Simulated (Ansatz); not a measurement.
Si2BAs:
```
Si2BAs
1.0
    1.77594     1.02534     6.01856
   -1.77594     1.02534     6.01856
    0.00000    -2.05068     6.01856
B As Si
1 1 2
Direct
  0.99429   0.99429   0.99429
  0.11060   0.11060   0.11060
  0.50744   0.50744   0.50744
  0.63770   0.63770   0.63770
```

Relaxed with PBEsol. Special points in fractions of this cell's reciprocal vectors: Γ (0.000, 0.000, 0.000); T (0.500, 0.500, 0.500); H2 (0.814, 0.186, 0.500); H0 (0.500, -0.186, 0.186); L (0.500, 0.000, 0.000); S0 (0.343, -0.343, 0.000); S2 (0.657, 0.000, 0.343); F (0.500, 0.000, 0.500).

List the band energies nearest the Fermi level at these points for the program Ansatz at the PBEsol level (PAW).

In eV from the Fermi level; about four levels below and three above (degenerate sets whole), none deeper than 8.9 eV; points with the same levels are listed once.

```json
[
 {"k": "Γ", "below": "-8.64 -1.74 -1.74 -0.36", "above": "0.16 0.16 1.50"},
 {"k": "T", "below": "-1.62 -1.62 -0.30 -0.30", "above": "1.93 3.17 3.24 3.24"},
 {"k": "H2", "below": "-5.69 -4.36 -3.25 -2.73", "above": "1.02 1.55 4.43"},
 {"k": "L", "below": "-4.69 -4.34 -3.40 -1.99", "above": "1.00 2.43 3.29"},
 {"k": "S0", "below": "-5.83 -4.28 -3.49 -2.68", "above": "0.79 2.69 3.22"},
 {"k": "F", "below": "-3.65 -1.63 -1.28 -0.21", "above": "0.29 1.89 3.33"}
]
```

Space group R3m. The start of the workflow was typed in or built on a structure type; neither database checked (COD, Materials Project) lists it. Its standing as an ambient phase is unchecked. The PBEsol relaxation kept the symmetry of its start; whether a distortion lowers the energy is not shown. The volume moved by 16 % from the start of the relaxation. Spin–orbit coupling is left out wherever it is not named.

Potentials: the earlier of the program's two PAW sets. The files were generated under PBE; for other functionals the program regenerates the frozen cores, and for LDA and PBEsol the local potential too.
